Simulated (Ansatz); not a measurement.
CoO (NiAs type, P6_3/mmc) at seven volumes, DFT-r²SCAN in the program Ansatz with PAW potentials, shape and atoms relaxed at each. One row is withheld.

```csv
V (Å³/atom),P (GPa)
8.595,22.25
8.878,13.66
9.161,?
9.445,0.02
9.728,-5.34
10.011,-9.91
10.295,-13.81
```

Fit the shown pressures and predict the withheld one.

Third-order Birch–Murnaghan: P = (3/2)B₀(x^(7/2) − x^(5/2))[1 + (3/4)(B′ − 4)(x − 1)] with x = (V₀/V)^(2/3). Least squares on the six rows gives V₀ = 9.446 Å³/atom, B₀ = 192.8 GPa, B′ = 4.26. At V = 9.161, x = 1.0206 and P = 6.31 GPa. The run itself gave 6.30 GPa.

The start of the workflow was typed in or built on a structure type; neither database checked (COD, Materials Project) lists it. It is not the phase usual at ambient conditions (space group No. 225). The cell was relaxed with r²SCAN under the symmetry of its start, as lowered by the spin order; its stability against distortions is not shown here. Magnetic state: antiferromagnetic, chosen from 3 collinear starts compared on coarse meshes (ties went to the first, and starts can fall back to one state), not a proven ground state. Other orbital occupations within this spin state were not tried. No Hubbard U is applied.

Potentials: the later of the program's two PAW sets.
